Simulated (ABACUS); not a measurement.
Set-up for a self-consistent single point of AlInSb2 (P-4m2, 4 atoms in the cell; from Materials Project mp-1228890, changed as shown).

```
AlInSb2
1.0
    4.31359     0.00000     0.00000
    0.00000     4.31359     0.00000
    0.00000     0.00000     6.07750
Al In Sb
1 1 2
Direct
  0.00000   0.00000   0.00000
  0.50000   0.50000   0.50000
  0.00000   0.50000   0.23337
  0.50000   0.00000   0.76663
```

Level of theory: LDA (PW92), numerical atomic orbitals SZP (confined pseudo-atomic orbitals with Gaussian additions; energy shift 0.01 Ry), PseudoDojo 0.4 standard norm-conserving LDA (tails mended) pseudopotentials run with ABACUS.

ABACUS settings:

- basis: SZP numerical atomic orbitals, energy shift 0.01 Ry
- KPT: Gamma 8 8 6 0 0 0
- basis_type: lcao
- dft_functional: PWLDA
- ecutwfc: 100 Ry
- smearing_method: fd
- smearing_sigma: 0.000734986 Ry
- potentials: PseudoDojo 0.4 standard norm-conserving LDA (tails mended)
- symmetry: 1
- symmetry_prec: 1e-05
- ks_solver: genelpa
- scf_nmax: 100
- scf_thr: 1.0e-07
- mixing_type: pulay

Estimate, at this level of theory: gap on the k-point mesh and pressure.

The run gave:

| Property | Result |
|---|---|
| Gap on the k-point mesh | 0.92 eV |
| Pressure | 7.32 GPa |

The gap is read on the k-point mesh of the run and can differ from the gap over the whole zone at this level.

For comparison: a first run was changed to give this one (lattice scaled by 0.98), and from it to this one the free energy goes up by 55.6 meV/atom, the pressure goes from 2.97 to 7.32 GPa and the gap on the mesh goes from 0.903 to 0.923 eV.

Spin-orbit coupling is left out, which matters for bands and gaps with elements this heavy. The atom-centred basis is finite, which shifts total energies, pressures and gaps against plane waves. A single-zeta basis is rough, for pressures and forces above all. The structure comes from a collection of computed structures, made at another level of theory; the collection holds predicted forms beside known ones. Its lattice was then scaled.

Cost on one core: roughly 11 core-seconds.

The atomic orbitals were generated for these runs; they are not ABACUS's published sets and were checked against plane waves on a few crystals only.

“Tails mended”: in these copies of the files the far tail of each local potential was reset to the Coulomb form.
